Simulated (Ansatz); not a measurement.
Sc4N3O in space group Pm-3m (No. 221; Sc on 3c, Sc on 1a, O on 1b, N on 3d) under volume change, the program Ansatz at the PBE level (PAW), scaled uniformly.

```json
[
 {"V (Å³/atom)": "10.326", "E − E(relaxed) (meV/atom)": "66.1", "P (GPa)": "22.50"},
 {"V (Å³/atom)": "10.667", "E − E(relaxed) (meV/atom)": "27.8", "P (GPa)": "13.80"},
 {"V (Å³/atom)": "11.007", "E − E(relaxed) (meV/atom)": "6.6", "P (GPa)": "6.37"},
 {"V (Å³/atom)": "11.348", "E − E(relaxed) (meV/atom)": "0.0", "P (GPa)": "0.01"},
 {"V (Å³/atom)": "11.688", "E − E(relaxed) (meV/atom)": "5.9", "P (GPa)": "-5.43"},
 {"V (Å³/atom)": "12.029", "E − E(relaxed) (meV/atom)": "22.5", "P (GPa)": "-10.08"},
 {"V (Å³/atom)": "12.369", "E − E(relaxed) (meV/atom)": "48.3", "P (GPa)": "-14.07"}
]
```

Problem. What does a third-order Birch–Murnaghan fit give for V₀, B₀ and B′?

Solution. V₀ = 11.35 Å³/atom, B₀ = 196 GPa, B′ = 4.2.

The start of the workflow was typed in or built on a structure type; neither database checked (COD, Materials Project) lists it. Its standing as an ambient phase is unchecked. Symmetry was held in the PBE relaxation; whether a distortion lowers the energy is not shown. The run is not spin-polarised.

Potentials: the earlier of the program's two PAW sets.
